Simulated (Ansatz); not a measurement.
Computed with DFT PBE, scalar-relativistic, plane waves, PAW (Ansatz 0.2.0). Cutoff 420 eV, Γ-centred 10×6×6 mesh (8-atom cell), Gaussian smearing of 0.02 eV, no spin polarisation.

Formation energies are uncorrected and count from the elements' standard states at the same level.

Problem. Find a candidate orthorhombic narrow-gap semiconductor that holds P and 2 more elements, with a gap near 0.4 eV, a formation energy near −0.36 eV/atom and about 23 Å³ per atom, in a cell of 8 atoms.

Solution. Ga4As3P, space group Amm2 (No. 38). Around Ga on a site of symmetry m lie 1 P at 2.41 Å and 3 As at 2.48 Å; Ga on a site of symmetry mm2 is surrounded by 2 P at 2.43 Å and 2 As at 2.49 Å; P has 4 Ga at 2.41–2.43 Å; around As on a site of symmetry m lie 4 Ga at 2.46–2.49 Å; 2 more sites not described.

```cif
data_structure
_symmetry_space_group_name_H-M 'Amm2'
_symmetry_Int_Tables_number 38
_cell_length_a 4.0191
_cell_length_b 8.0383
_cell_length_c 11.3709
_cell_angle_alpha 90.000
_cell_angle_beta 90.000
_cell_angle_gamma 90.000
_cell_volume 367.36
loop_
_atom_site_label
_atom_site_type_symbol
_atom_site_symmetry_multiplicity
_atom_site_Wyckoff_symbol
_atom_site_fract_x
_atom_site_fract_y
_atom_site_fract_z
_atom_site_occupancy
Ga1 Ga 4 d 0.00000 0.25533 0.25232 1
Ga2 Ga 2 b 0.50000 0.50000 0.49526 1
Ga3 Ga 2 b 0.50000 0.50000 0.00026 1
P1 P 2 a 0.00000 0.50000 0.37499 1
As1 As 4 e 0.50000 0.24981 0.12503 1
As2 As 2 a 0.00000 0.50000 0.87478 1
```

The volume per atom is 22.96 Å³, the density is 4.83 g/cm³ and the energy over the elements is −0.365 eV/atom. The gap on the 10×6×6 mesh of the 8-atom cell is 0.44 eV.

It was reached by relaxing an invented guess, and it needn't be the stable form of this composition. Other answers may fit too; this one was computed.

Kohn–Sham gaps at this level usually fall short of measured ones. The reference forms of As and P are held partly by dispersion forces, which this level lacks. A structure relaxed within its symmetry needn't be a true minimum.
